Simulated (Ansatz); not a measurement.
**YGe (CrB-type structure)**

Method: PBEsol, scalar-relativistic; no spin polarisation; PAW, 420 eV, 8×8×8 k-mesh, Gaussian smearing of 0.05 eV; code Ansatz. The datasets are Ansatz's generated set soft_2.

```cif
data_structure
_symmetry_space_group_name_H-M 'P 1'
_symmetry_Int_Tables_number 1
_cell_length_a 5.7156
_cell_length_b 5.7156
_cell_length_c 3.9137
_cell_angle_alpha 90.000
_cell_angle_beta 90.000
_cell_angle_gamma 136.486
_cell_volume 88.03
loop_
_atom_site_label
_atom_site_type_symbol
_atom_site_fract_x
_atom_site_fract_y
_atom_site_fract_z
_atom_site_occupancy
Y1 Y 0.86113 0.13887 0.25000 1
Y2 Y 0.13887 0.86113 0.75000 1
Ge1 Ge 0.58420 0.41580 0.25000 1
Ge2 Ge 0.41580 0.58420 0.75000 1
```

The start was a prototype's sites filled with these elements, not a measured cell.

Path: Γ–Y–C0 | Σ0–Γ–Z–A0 | E0–T–Y | Γ–S–R–Z–T, with Γ = (0.000, 0.000, 0.000), Y = (-0.500, 0.500, 0.000), C0 = (-0.290, 0.710, 0.000), Σ0 = (0.290, 0.290, 0.000), Z = (0.000, 0.000, 0.500), A0 = (0.290, 0.290, 0.500), E0 = (-0.290, 0.710, 0.500), T = (-0.500, 0.500, 0.500), S = (0.000, 0.500, 0.000), R = (0.000, 0.500, 0.500) in reciprocal vectors of the calculation's cell.

**Question.** Is it a metal or an insulator, and if it has a gap, where are the band edges on this path?

**Answer.** A metal: bands cross the Fermi level.

Levels between -3 and 5 eV from the Fermi level at the path's named points:
```tsv
point	below E_F (eV)	above E_F (eV)
Γ	-2.83 -1.95 -1.24 -1.01	0.33 0.63 1.48 2.60 2.87 2.91 2.98 3.11 3.69 4.82
Y	-2.17 -1.64 -1.52 -0.89 -0.76	1.41 1.99 2.02 2.02 2.06 2.90 3.73 4.10 4.15 4.31 4.57
C0 and Σ0	-2.39 -2.22 -2.01	0.36 0.92 0.94 2.03 2.13 2.56 3.66 4.38
Z	-2.02 -2.02 -1.07 -1.07	2.91 2.91 3.85 3.85 4.45 4.45
A0 and E0	-2.03 -2.03 -0.24 -0.24	2.26 2.26 3.92 3.92 4.60 4.60
T	-1.57 -1.57 -0.11 -0.11	1.93 1.93 2.45 2.45 4.35 4.35
S	-2.21 -1.95	0.15 1.12 1.52 2.23 2.46 2.90 3.46 3.92 4.14
R	-2.16 -2.16 -0.52 -0.52	3.27 3.27 3.43 3.43 4.61 4.61 4.90 4.90
```

It took about 100 core-seconds on a shared host.
